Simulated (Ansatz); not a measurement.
MgO (CsCl type, Pm-3m), PBEsol (plane waves, PAW; program Ansatz), all energies at zero smearing, with the estimated change up to a 700 eV cutoff added, with one set of potentials and settings (totals compare only within such a set). Cell of 2 atoms (1 Mg, 1 O): -2474.403 eV.

```
element                            reference phase  E (eV/atom)
-------  -----------------------------------------  -----------
Mg                   P6_3/mmc, 2 atoms in the cell   -1912.0511
O        C2/m, 4 atoms in the cell, spin-polarised    -558.3554
```

Formation energy per atom, worked out: (-2474.403 − 1×(-1912.0511) − 1×(-558.3554))/2 = -1.998 eV/atom (-193 kJ per mol of atoms), at 0 K, without zero-point energy or fitted corrections.

This is a known high-pressure phase of the composition, computed here at zero pressure and temperature. The PBEsol relaxation kept the symmetry of its start. At this level the phase is dynamically unstable (imaginary phonons). The references are the lowest solids computed at this level, not always the standard phases (solids in place of the gases).

Potentials: the later of the program's two PAW sets.
